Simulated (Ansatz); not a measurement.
## Na (bcc, W type): frozen-phonon scan

Relaxed Na (bcc, W type):

```xyz
2
Lattice="-4.1968 4.1968 4.1968 2.0984 -2.0984 2.0984 2.0984 2.0984 -2.0984" Properties=species:S:1:pos:R:3 pbc="T T T"
Na     0.0000     0.0000     0.0000
Na     2.0984     2.0984     2.0984
```

A phonon eigenvector at N = (0.5, 0.0, 0.0) is frozen into this cell: atom i moves by Q times the vector below, so Q is the largest atomic displacement, in Å. The cell is held. (q is in reciprocal vectors of the primitive cell; the cell shown is doubled to hold the pattern.)

```tsv
atom	x	y	z
Na1	1.000	0.000	0.000
Na2	-1.000	0.000	0.000
```

Level of theory: PBE (plane waves to 420 eV, PAW, scalar-relativistic; Ansatz, a first-principles code). k mesh 8×16×16 (Γ-centred), Fermi-Dirac smearing 0.05 eV. The energy includes the smearing's −TS. With partly filled bands, energies and forces of such displacements shift with the k mesh and the smearing. Na was relaxed with its symmetry unable to fall. The PAW data are Ansatz's earlier set. ΔE is measured from the undisplaced structure.

| Q (Å) | ΔE (meV/cell) | −dE/dQ from forces (eV/Å) |
|---|---|---|
| -0.100 | 6.4 | 0.127 |
| -0.083 | 4.4 | 0.106 |
| -0.067 | 2.8 | 0.085 |
| -0.050 | 1.6 | 0.064 |
| -0.033 | 0.7 | 0.043 |
| -0.017 | 0.2 | 0.021 |
| 0.000 | 0.0 | 0.000 |
| 0.017 | 0.2 | -0.021 |
| 0.033 | 0.7 | -0.043 |
| 0.050 | 1.6 | -0.064 |
| 0.067 | 2.8 | -0.085 |
| 0.083 | 4.4 | -0.106 |
| 0.100 | 6.4 | -0.127 |

Key numbers:

| Property | Result |
|---|---|
| Energy at Q = 0.100 Å | 6.4 meV/cell |
| Space group of the distorted cell | Cmcm (No. 63), lowered from Im-3m |
| Symmetry of the curve | even: the same for both signs |
| Shape of the curve | a single well with its minimum at or next to zero displacement |
| Harmonic wavenumber from the curvature (finite differences) | 87 cm⁻¹ |
| Wavenumber by perturbation theory (DFPT, on another k mesh) | 87 cm⁻¹ |

The 13 points together took very roughly 2.5 core-minutes.

(A displaced cell: forces are minus the slopes of the energy, force constants its curvatures, and phonons follow from these.)
